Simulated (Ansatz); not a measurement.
A plane-wave DFT run in Ansatz 0.2.0 (scalar-relativistic PAW potentials unless the input names others): input and command.

```yaml
crystal:
  lattice:
    - [3.206, 0.0, 0.0]
    - [0.0, 3.206, 0.0]
    - [0.0, 0.0, 3.206]
  atoms:
    - { symbol: Sc, position: [0.5, 0.5, 0.5] }
    - { symbol: Ir, position: [0.0, 0.0, 0.0] }
basis:
  ecutwfc: 420
kpoints:
  mp_grid: { grid: [14, 14, 14] }
hamiltonian:
  xc: lda
scf:
  occupations: { method: gaussian, width: 0.15 }
  lower_state_search: light
output:
  forces: true
  eigenvalues: true
  stress: true
```

```bash
ansatz run input.yaml --threads 1 --pin off --max-ram 1228MiB --backend cpu --events-out ev --progress --plain --runs-dir out
```

Abridged log:
```
Pseudopotentials: kind: paw
Pseudopotential: Sc, paw, valence charge 11, recommended cutoff 420 eV (normal)
Pseudopotential: Ir, paw, valence charge 17, recommended cutoff 420 eV (normal)
Functional definition: SPW92
Crystal: 2 atoms, lattice volume = 32.953 Å³
Basis set: ecut = 420 eV, 619 PW (Γ)
Bands: 18, of which v1, the nominal top of the filled ones, is band 14 counted from 1 (13 counted from 0)
Symmetry: 48 space group operations
Space group: Pm-3m (ITA 221), of the structure as read, at distance tolerance 3.2e-5 Å
k-points: 120 of 2744
Initial density: superposition of atomic densities (neutral atoms: chi_scale 0, normalization atom), corrected by the library's trained network
Initial wavefunctions: pseudopotential atomic-orbital guess
Functional: x = slater, c = lda
SCF iter   1: F=—  HF=-13754.480418 eV  |F-HF|=—  |Δ(HF+E_count)|=         —  Δρ=8.97e-3  dr2=4.23e-2  ethr=1.77e-3  ⟨swp⟩=3.9  Hψ=8416  notcnv=0
SCF iter   2: F=—  HF=-13754.478100 eV  |F-HF|=—  |Δ(HF+E_count)|=   2.32e-3  Δρ=6.34e-3  dr2=2.41e-2  ethr=1.51e-4  ⟨swp⟩=1.0  Hψ=3120  notcnv=0
SCF iter   3: F=—  HF=-13754.474779 eV  |F-HF|=—  |Δ(HF+E_count)|=   3.32e-3  Δρ=1.12e-3  dr2=3.94e-4  ethr=8.61e-5  ⟨swp⟩=1.9  Hψ=2354  notcnv=0
SCF iter   4: F=—  HF=-13754.474686 eV  |F-HF|=—  |Δ(HF+E_count)|=   9.33e-5  Δρ=3.11e-4  dr2=9.67e-6  ethr=1.41e-6  ⟨swp⟩=2.1  Hψ=3286  notcnv=0
SCF iter   5: F=—  HF=-13754.474684 eV  |F-HF|=—  |Δ(HF+E_count)|=   1.77e-6  Δρ=3.47e-5  dr2=5.51e-7  ethr=3.45e-8  ⟨swp⟩=2.0  Hψ=2838  notcnv=0
SCF iter   6: F=-13754.474684 eV  HF=-13754.474684 eV  |F-HF|=2.09e-9  |Δ(HF+E_count)|=   7.10e-8  Δρ=5.03e-6  dr2=3.54e-9  ethr=3.57e-10  ⟨swp⟩=4.2  Hψ=6989  notcnv=0
the search or the solves at the SCF's close seem to have found levels that the self-consistency loop had missed (the run counts 1). By its estimate they hold under 1e-12 electrons; where the run keeps them, the occupations were computed again with them
SCF 1 converged in 6 iterations: F = -13754.474684 eV  dr2 = 3.54e-9
SCF converged after 6 iterations
Free energy (F): -13754.474684 eV
Harris-Foulkes:  -13754.474684 eV  (|F-HF|=2.09e-9)
Internal energy: -13754.465052 eV  (E = F + TS)
E sigma→0 (E₀):  -13754.469868 eV
Entropy (-TS):   -0.009632 eV (-4.816 meV/atom)
Fermi energy:    17.783893 eV
--- Forces (eV/Å), atoms counted from 1 ---
  atom   1  Sc     0.00000000     0.00000000     0.00000000
  atom   2  Ir     0.00000000     0.00000000     0.00000000
--- Stress (GPa, compression-positive) ---
       -7.421737       0.000000       0.000000
        0.000000      -7.421737       0.000000
        0.000000       0.000000      -7.421737
  P = ⅓ Tr σ = -7.4217 GPa (-74.217 kbar)
```

Apart from outputs and empty bands, the input differs from a reference run on usual settings in scf.lower_state_search: not typed → "light". The reference, at the same geometry (not necessarily relaxed), gave pressure -7.42 GPa, largest force 0.000 eV/Å, no gap on the mesh. This run converged in 6 SCF iterations (reference: 6) with an energy at zero smearing within 0.01 meV/atom of the reference's, pressure -7.42 GPa, largest force 0.000 eV/Å, no gap on the mesh.